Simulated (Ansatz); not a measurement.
BaTiO₃:
```cif
data_BaO3Ti
_chemical_formula_sum 'Ba1 Ti1 O3'
_space_group_name_H-M_alt 'P 1'
_space_group_IT_number 1
_cell_length_a 3.92699
_cell_length_b 3.92699
_cell_length_c 3.97455
_cell_angle_alpha 90.000
_cell_angle_beta 90.000
_cell_angle_gamma 90.000
loop_
_space_group_symop_operation_xyz
  'x, y, z'
loop_
_atom_site_label
_atom_site_type_symbol
_atom_site_fract_x
_atom_site_fract_y
_atom_site_fract_z
_atom_site_occupancy
Ba1 Ba 0.50000 0.50000 0.57954 1
Ti1 Ti 0.00000 0.00000 0.09173 1
O1 O 0.00000 0.50000 0.06513 1
O2 O 0.50000 0.00000 0.06513 1
O3 O 0.00000 0.00000 0.55846 1
```

Relaxed with LDA.

Question: Which orbitals make up the states near the band edges in DFT-LDA in the program Ansatz with PAW potentials?

Answer: Top 1 eV of the valence band: O 2p 93 %. Bottom 1 eV of the conduction band: Ti 3d 86 %, O 2p 11 %. Projections are on Löwdin-orthogonalised atomic valence shells; empty p or d shells of many metals are not among them.

Question: Tabulate the density of states.

Answer: States/eV per cell of 5 atoms, in 0.25 eV bins, energy from the valence-band maximum.

```tsv
E (eV)	total	O 2p	Ti 3d	Ba 5p
-7.90	0.00	0.00	0.00	0.00
-7.65	0.00	0.00	0.00	0.00
-7.40	0.00	0.00	0.00	0.00
-7.15	0.00	0.00	0.00	0.00
-6.90	0.00	0.00	0.00	0.00
-6.65	0.00	0.00	0.00	0.00
-6.40	0.00	0.00	0.00	0.00
-6.15	0.00	0.00	0.00	0.00
-5.90	0.00	0.00	0.00	0.00
-5.65	0.00	0.00	0.00	0.00
-5.40	0.00	0.00	0.00	0.00
-5.15	0.00	0.00	0.00	0.00
-4.90	0.00	0.00	0.00	0.00
-4.65	0.03	0.02	0.00	0.00
-4.40	1.50	1.14	0.16	0.00
-4.15	3.67	2.66	0.63	0.02
-3.90	3.33	2.31	0.81	0.02
-3.65	3.72	2.59	0.86	0.05
-3.40	3.68	2.65	0.76	0.06
-3.15	3.35	2.51	0.56	0.08
-2.90	6.86	5.46	0.88	0.17
-2.65	5.47	4.25	0.74	0.24
-2.40	7.20	5.22	1.18	0.60
-2.15	2.72	2.14	0.38	0.10
-1.90	2.39	2.00	0.23	0.05
-1.65	3.22	2.80	0.19	0.04
-1.40	2.33	2.08	0.10	0.03
-1.15	4.89	4.44	0.18	0.09
-0.90	6.81	6.23	0.20	0.17
-0.65	5.60	5.14	0.16	0.15
-0.40	3.80	3.59	0.06	0.07
-0.15	1.44	1.41	0.00	0.01
0.10	0.00	0.00	0.00	0.00
0.35	0.00	0.00	0.00	0.00
0.60	0.00	0.00	0.00	0.00
0.85	0.00	0.00	0.00	0.00
1.10	0.00	0.00	0.00	0.00
1.35	0.00	0.00	0.00	0.00
1.60	0.00	0.00	0.00	0.00
1.85	0.02	0.00	0.02	0.00
2.10	0.44	0.03	0.40	0.00
2.35	1.22	0.11	1.08	0.00
2.60	1.52	0.18	1.29	0.00
2.85	1.72	0.25	1.42	0.00
3.10	2.20	0.36	1.75	0.00
3.35	2.75	0.50	2.14	0.00
3.60	4.35	0.87	3.30	0.00
3.85	5.74	1.20	4.26	0.00
4.10	2.96	0.62	2.12	0.00
4.35	1.09	0.26	0.77	0.00
4.60	0.71	0.03	0.55	0.00
4.85	1.08	0.08	0.82	0.00
5.10	1.46	0.15	1.06	0.00
5.35	1.66	0.18	1.11	0.00
5.60	1.33	0.17	0.78	0.00
5.85	1.30	0.18	0.68	0.00
6.10	1.34	0.20	0.64	0.00
6.35	1.58	0.25	0.71	0.00
6.60	1.89	0.32	0.81	0.00
```

Space group P4mm. The LDA relaxation kept the symmetry of its start. At this level the phase is dynamically unstable (imaginary phonons). The run is not spin-polarised. Scalar-relativistic: spin–orbit coupling is off unless named, which matters more the heavier the elements.

Potentials: the earlier of the program's two PAW sets. The files were generated under PBE; for other functionals the program regenerates the frozen cores, and for LDA and PBEsol the local potential too.
